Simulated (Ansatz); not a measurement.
# ZnS with a Zn vacancy: do the settings matter for the field gradients?

Cell: a supercell of ZnS (space group P6_3mc) built from a COD entry (the entry's cell lengths or inner coordinates differ somewhat from later room-temperature determinations), with all atoms left at the host's positions.

Space group P3m1 (No. 156); a = 7.6240, c = 18.6900 Å, γ = 120.00°.

```
site  Wyckoff  site symmetry       x       y       z
 Zn1       3d            .m.  0.0000  0.5000  0.0000
 Zn4       1a            3m.  0.0000  0.0000  0.5000
 Zn5       3d            .m.  0.0000  0.5000  0.5000
 Zn8       3d            .m.  0.1667  0.3333  0.1667
Zn10       1c            3m.  0.6667  0.3333  0.1667
Zn12       3d            .m.  0.3333  0.1667  0.6667
Zn13       1b            3m.  0.3333  0.6667  0.6667
Zn16       3d            .m.  0.3333  0.1667  0.3333
Zn17       1b            3m.  0.3333  0.6667  0.3333
Zn20       3d            .m.  0.1667  0.3333  0.8333
Zn22       1c            3m.  0.6667  0.3333  0.8333
 S24       1a            3m.  0.0000  0.0000  0.1250
 S25       3d            .m.  0.0000  0.5000  0.1250
 S28       1a            3m.  0.0000  0.0000  0.6250
 S29       3d            .m.  0.0000  0.5000  0.6250
 S32       3d            .m.  0.1667  0.3333  0.2917
 S34       1c            3m.  0.6667  0.3333  0.2917
 S36       3d            .m.  0.3333  0.1667  0.7917
 S37       1b            3m.  0.3333  0.6667  0.7917
 S40       3d            .m.  0.3333  0.1667  0.4583
 S41       1b            3m.  0.3333  0.6667  0.4583
 S44       3d            .m.  0.1667  0.3333  0.9583
 S46       1c            3m.  0.6667  0.3333  0.9583
```

One atom of each set is listed.

Reference run. Computed with Ansatz: DFT, PBE, plane waves and PAW, scalar-relativistic, 420 eV cutoff, Γ-centred 3×3×1 k-points, Fermi–Dirac smearing 0.01 eV, cell charge -2.

Problem. The input is changed as follows: `scf.initial_density.chi_scale`: not typed → 0.3; `scf.occupations.width`: 0.01 → 0.1. What happens to V_zz (10²¹ V/m²) and η?

Solution. 

| site | V_zz reference | η reference | V_zz changed | η changed |
| --- | --- | --- | --- | --- |
| Zn1 | 2.94 | 0.47 | 2.74 | 0.45 |
| Zn4 | -0.55 | 0.00 | -0.50 | 0.00 |
| Zn8 | -2.43 | 0.97 | -2.39 | 0.92 |
| Zn10 | 2.04 | 0.00 | 1.94 | 0.00 |
| Zn13 | -2.03 | 0.00 | -1.94 | 0.00 |
| S24 | -7.96 | 0.00 | -8.06 | 0.00 |
| S25 | 1.17 | 0.23 | 1.14 | 0.16 |
| S29 | 0.43 | 0.58 | 0.37 | 0.65 |
| S36 | 1.83 | 0.40 | 1.69 | 0.41 |
| S37 | 1.89 | 0.00 | 1.70 | 0.00 |
| S44 | -11.36 | 0.33 | -10.66 | 0.32 |
| S46 | 3.27 | 0.00 | 3.09 | 0.00 |

The largest change of V_zz is on S44, from -11.36 to -10.66. In per cent, |V_zz| changes by -8 to -2 on Zn, -10 to +1 on S (all sites that start above 0.5). The table leaves out 11 of the 23 sites, with |V_zz| up to 2.91; their tensors move by 0.10 at most along any direction. The statements above cover all sites. SCF iterations: 12 and 30.

On the reference run: Forces reach 1.0 eV/Å even beyond 5.5 Å from the defect, so the host's positions may themselves be off equilibrium. The defect repeats with the cell of 47 atoms, so it feels its images: sites between two images don't show the values beside a lone defect, and zeros or small values of η there can come from the images' arrangement. S and Zn carry a gradient in the pure host already, so the values there aren't the defect's effect alone. A uniform background compensates the cell's charge. With a gap of 0.2 eV on this mesh, small gradients can still move by 0.1 × 10²¹ V/m² or more as the k-mesh gets denser. The neighbours have not yet relaxed around the defect (largest force 1.2 eV/Å), so a real crystal will differ.
